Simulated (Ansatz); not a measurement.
**Zone-centre phonons of ScB₂ at 10 GPa: input and output**

Computed with Ansatz, DFT LDA, scalar-relativistic, plane waves, PAW.

Launched with:
```bash
ansatz run input.yaml --threads 1 --pin off --max-ram 3072MiB --backend cpu --events-out ev --progress --plain --runs-dir out
```

Input (bare energies are in eV):
```yaml
crystal:
  lattice:
    - [3.0581803667, 0.0, 0.0]
    - [-1.5290901834, 2.6484618869, 0.0]
    - [0.0, 0.0, 3.398317389]
  atoms:
    - { symbol: Sc, position: [0.0, 0.0, 0.0] }
    - { symbol: B, position: [0.3333333333, 0.6666666667, 0.5] }
    - { symbol: B, position: [0.6666666667, 0.3333333333, 0.5] }
basis:
  ecutwfc: 420
kpoints:
  mp_grid: { grid: [18, 18, 12] }
hamiltonian:
  xc: lda
scf:
  occupations: { method: fermi_dirac, width: 0.15 }
output:
  eigenvalues: true
phonons:
  method: dfpt
  eigenvectors: true
```

The end of the output:
```
--- Phonons (Γ-DFPT): 4 representative perturbations + reference, on 637 of 3888 k-points (Σ response iterations 12) ---
  k mesh reduced under 4 symmetry operations, with k and −k counted as one. Each operation leaves every solved displacement unchanged or reverses it
  ASR residual: 3.185e-4 → 0.000e0 eV/Å²; symmetrization residual: 1.691e-7 eV/Å²
  ASR residual per site (eV/Å²): 3.18e-4 7.60e-6 7.60e-6
  Γ frequencies (cm⁻¹): 0.00 0.00 0.00 459.26 459.26 481.34 650.55 841.12 841.12
  non-analytic LO–TO correction: not included (Born effective charges unavailable; polar crystals: no LO–TO splitting at Γ)
```

The run took 91 s on 1 thread of Arm Neoverse V1, with other jobs on the host, peak memory 1 GiB.

In a metal, frequencies and elastic constants depend on the k mesh and the smearing, soft modes and shear constants most. Other phases may be more stable at this pressure.